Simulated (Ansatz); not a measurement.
Input and command of a plane-wave DFT calculation in Ansatz:

```yaml
crystal:
  lattice:
    - [0.0, 2.5575, 2.5575]
    - [2.5575, 0.0, 2.5575]
    - [2.5575, 2.5575, 0.0]
  atoms:
    - { symbol: Hf, position: [0.0586510264, -0.0586510264, -0.0586510264] }
    - { symbol: O, position: [0.25, 0.25, 0.25] }
    - { symbol: O, position: [0.75, 0.75, 0.75] }
basis:
  ecutwfc: 500
kpoints:
  mp_grid: { grid: [8, 8, 8] }
hamiltonian:
  xc: r2scan
scf:
  occupations: { method: gaussian, width: 0.05 }
output:
  forces: true
  stress: true
  eigenvalues: true
```

```bash
ansatz run input.yaml --threads 1 --pin off --max-ram 2560MiB --backend cpu --events-out ev --progress --plain --runs-dir out
```

Processor: Intel(R) Xeon(R) 6975P-C (Granite Rapids), 1 thread, on a host shared with other jobs.

**Question.** How long does it run, and how much memory does it take?

**Answer.** About 4.7 s on 1 thread of Intel(R) Xeon(R) 6975P-C (Granite Rapids) (shared host), peak memory 0.5 GiB. It solves 23 bands at 59 k points (the mesh reduced by symmetry) with about 869 plane waves, in 8 SCF iterations.
